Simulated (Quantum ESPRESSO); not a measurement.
# Si6BN: a curve over strain

Computed values, not a measurement. The program is pw.x of Quantum ESPRESSO 7.5 (plane-wave density functional theory). The cell is made up: 8 atoms on a zincblende/diamond lattice, with randomly drawn elements, strain and displacements, not relaxed. PseudoDojo standard norm-conserving files (v0.5 for PBE, v0.4.1 for LDA and PBEsol) set the functional; there is no spin polarisation, spin-orbit coupling or dispersion term, and the masses in the input are unused placeholders.

Seven runs add a strain to one cell (the same linear strain along x, y and z); the atoms follow the cell and are not relaxed. Stress in the table is positive in tension.

Input of the run at -0.0002:

```
&control calculation='scf', pseudo_dir='./dojo.nc.sr.pbe.v0_5.standard.upf', outdir='./o', disk_io='medium', tprnfor=.true., tstress=.true. /
&system ibrav=0, nat=8, ntyp=3, nbnd=26, ecutwfc=84.00895049, nosym=.true., tot_charge=0,
 occupations='smearing', smearing='fd', degauss=0.0073498644
/
&electrons conv_thr=7.350e-09, electron_maxstep=60, /
ATOMIC_SPECIES
B 1.0 B.upf
N 1.0 N.upf
Si 1.0 Si.upf
CELL_PARAMETERS angstrom
5.3317 -0.0323 0.0762
-0.0323 5.268 0.0848
0.0762 0.0848 5.39
ATOMIC_POSITIONS angstrom
Si 0.0564 0.0742 0.0521
Si -0.0493 2.71 2.7219
B 2.6859 0.0897 2.8093
Si 2.6224 2.695 0.096
N 1.2302 1.5119 1.3558
Si 1.2373 4.0066 4.0901
Si 3.9886 1.4377 4.116
Si 3.9881 3.9928 1.4513
K_POINTS automatic
6 6 6 1 1 1
```

```
added strain  free energy less that of the input shown (eV)  stress xx (GPa)  stress yy (GPa)  stress zz (GPa)  stress xy (GPa)  pressure (GPa)  iterations
     -0.0219                                        -0.3744             3.95             2.55             4.46             0.65           -3.65          11
     -0.0198                                        -0.3521             4.49             3.09             5.01             0.68           -4.19          11
     -0.0057                                        -0.1231             7.69             6.29             8.26             0.86           -7.41          11
     -0.0002                                         0.0000             8.75             7.36             9.34             0.92           -8.48          11
     +0.0157                                         0.4507            11.33             9.96            11.95             1.06          -11.08          11
     +0.0225                                         0.6821            12.23            10.88            12.86             1.11          -11.99          11
     +0.0246                                         0.7576            12.49            11.13            13.12             1.12          -12.25          11
```

A cubic fit gives a slope of stress xx against the added strain of 185 GPa at zero added strain, with the atoms clamped. Across the table the free energy follows the integral of the stress to within 0.3 meV. A rerun of one of the cells at 1437 eV and a 8 x 8 x 8 mesh moved values by no more than 0.007 eV in energy, 0.02 GPa in stress and 0.009 eV/Å in force.